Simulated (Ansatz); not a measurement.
MgSe (wurtzite, P6_3mc), plane-wave PAW LDA (Ansatz code). The conduction-band minimum lies at Γ, with 1 equivalent valley. Second derivatives d²E/dk² of the lowest band at one valley (eV·Å²), along Cartesian directions:

| direction | d²E/dk² |
|---|---|
| [100] | 40.77 |
| [010] | 40.77 |
| [001] | 43.47 |
| [110] | 40.77 |
| [101] | 42.13 |
| [011] | 42.13 |

**Question.** Find the principal effective masses, the density-of-states mass and the conductivity mass.

**Answer.** Off-diagonal terms follow from H_xy = H[110] − (H_xx + H_yy)/2, and m*/mₑ = 7.620 eV·Å² over each eigenvalue: 0.18, 0.19, 0.19. One valley's DOS mass (m₁m₂m₃)^(1/3) = 0.18, conductivity mass 3/(Σ 1/mᵢ) = 0.18 mₑ.

**Question.** What effective density of states Nc follows at 300 K for parabolic valleys?

**Answer.** Nc = 2.509e19 × 1 × (0.18)^(3/2) ≈ 1.9e18 cm⁻³.

The workflow started from a Materials Project entry (that database holds measured and hypothetical structures alike); the Crystallography Open Database copy checked does not list it. COD files the formula under space group No. 225, so this cell is another polymorph or a model. Its standing as an ambient phase is unchecked. The cell was relaxed with LDA under the symmetry of its start; its stability against distortions is not shown here. Spin–orbit coupling is left out wherever it is not named.

Potentials: the later of the program's two PAW sets.

Edges and masses are those of Kohn–Sham bands, whose gap is no quasiparticle gap.
